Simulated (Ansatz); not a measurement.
AlP (zinc blende, F-43m) under volume change, DFT-PBE in the program Ansatz with PAW potentials, scaled uniformly.

| V (Å³/atom) | E − E(relaxed) (meV/atom) | P (GPa) |
|---|---|---|
| 19.005 | ___ | ___ |
| 19.632 | ___ | ___ |
| 20.258 | 5.1 | 2.68 |
| 20.885 | 0.0 | 0.00 |
| 21.512 | 4.6 | -2.30 |
| 22.138 | 17.5 | -4.26 |
| 22.765 | 37.6 | -5.94 |

**Question.** What belongs in the gaps?

**Answer.** 
- 19.005, E − E(relaxed) (meV/atom): 51.3
- 19.005, P (GPa): 9.47
- 19.632, E − E(relaxed) (meV/atom): 21.6
- 19.632, P (GPa): 5.81

**Question.** What does a third-order Birch–Murnaghan fit give for V₀, B₀ and B′?

**Answer.** V₀ = 20.88 Å³/atom, B₀ = 82.5 GPa, B′ = 4.2.

Symmetry was held in the PBE relaxation.

Potentials: the later of the program's two PAW sets.
